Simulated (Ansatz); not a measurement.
Y$_{2}$N:
```
CELL_PARAMETERS angstrom
      3.49404     0.00000     0.00000
      0.00000     3.49404     0.00000
      0.00000     0.00000     4.77682
ATOMIC_POSITIONS crystal
  Y  0.00000 0.00000 0.00000
  Y  0.50000 0.50000 0.50000
  N  0.50000 0.50000 0.00000
```

Relaxed with PBE+D3(BJ). Special points in fractions of this cell's reciprocal vectors: Γ (0.000, 0.000, 0.000); X (0.000, 0.500, 0.000); M (0.500, 0.500, 0.000); Z (0.000, 0.000, 0.500); R (0.000, 0.500, 0.500); A (0.500, 0.500, 0.500).

Question: List the band energies nearest the Fermi level at these points for DFT-PBE+D3(BJ) with spin–orbit coupling in the program Ansatz with PAW potentials.

Answer: In eV from the Fermi level; about four levels below and three above (degenerate sets whole), none deeper than 8.9 eV; points with the same levels are listed once.

| k | below | above |
|---|---|---|
| Γ | -1.55 -1.55 -1.22 -1.22 | 1.72 1.72 1.75 1.75 |
| X | -0.64 -0.64 -0.57 -0.57 | 0.43 0.43 2.66 2.66 |
| M | -1.12 -1.12 -1.12 -1.12 | 4.36 4.36 4.55 4.55 |
| Z | -1.97 -1.97 -1.91 -1.91 | 0.02 0.02 0.02 0.02 |
| R | -3.58 -3.58 -0.84 -0.84 | 0.74 0.74 0.84 0.84 |
| A | -2.94 -2.94 -0.92 -0.92 | 0.18 0.18 0.26 0.26 |

Space group P4/mmm. The cell is a constructed one: a structure type filled with these elements; neither database checked (COD, Materials Project) lists it. Whether it is the stable phase at ambient conditions was not checked. Symmetry was held in the PBE+D3(BJ) relaxation; whether a distortion lowers the energy is not shown. No spin polarisation was allowed. With an odd number of electrons in the cell and no spin polarisation, the count alone makes it a metal.

Potentials: the later of the program's two PAW sets.
